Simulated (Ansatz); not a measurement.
V (bcc (W type), space group No. 229) under volume change, the program Ansatz at the r²SCAN level (PAW), scaled uniformly.

| V (Å³/atom) | E − E(relaxed) (meV/atom) | P (GPa) |
|---|---|---|
| 12.088 | 74.7 | 21.58 |
| 12.487 | … | … |
| 12.885 | 7.5 | 6.19 |
| 13.284 | 0.0 | -0.01 |
| 13.682 | … | … |
| 14.081 | 26.2 | -10.04 |
| 14.479 | 56.3 | -14.08 |

### Question
Fill in the missing entries.

### Answer

- 13.682, E − E(relaxed) (meV/atom): 6.9
- 13.682, P (GPa): -5.38
- 12.487, E − E(relaxed) (meV/atom): 31.6
- 12.487, P (GPa): 13.33

### Question
What does a third-order Birch–Murnaghan fit give for V₀, B₀ and B′?

### Answer
V₀ = 13.28 Å³/atom, B₀ = 192 GPa, B′ = 3.7.

Space group Im-3m (bcc (W type)). The cell was relaxed with r²SCAN under the symmetry of its start. The run is not spin-polarised.

Potentials: the earlier of the program's two PAW sets.
